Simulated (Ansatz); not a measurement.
# Ir (Fm-3m), zone-centre modes

The calculation used DFT PBE, scalar-relativistic, plane waves, PAW (Ansatz 0.2.0). The runs took a 420 eV cutoff, a Γ-centred 24×24×20 mesh and Gaussian smearing (0.15 eV). Spin–orbit coupling is left out, which can shift energies with elements as heavy as these. No spin polarisation.

The undisturbed cell (as given, not relaxed at this level):

```
Ir
1.0
     0.00000   -1.91970   -1.91970
    -1.91970    0.00000   -1.91970
     1.91970    1.91970   -3.83940
Ir
2
Cartesian
  0.0000 0.0000 -3.8394
  0.0000 0.0000 0.0000
```

Harmonic modes by finite displacements of 0.02 Å, without the LO–TO term. The cell doubles the primitive one, so its zone centre also holds the primitive cell's point q = (0, 0, 1/2).

**Question.** At this geometry, is the structure stable against these modes?

**Answer.** Yes: no mode is imaginary beyond 10 cm⁻¹, and only the three translations lie near zero.

**Question.** List the wavenumbers in cm⁻¹.

**Answer.** 0, 0, 0, 116, 116, 205.

Cost: 1 run of about 6.8 core-minutes, on Intel Xeon Processor @ 2.70GHz (shared hosts).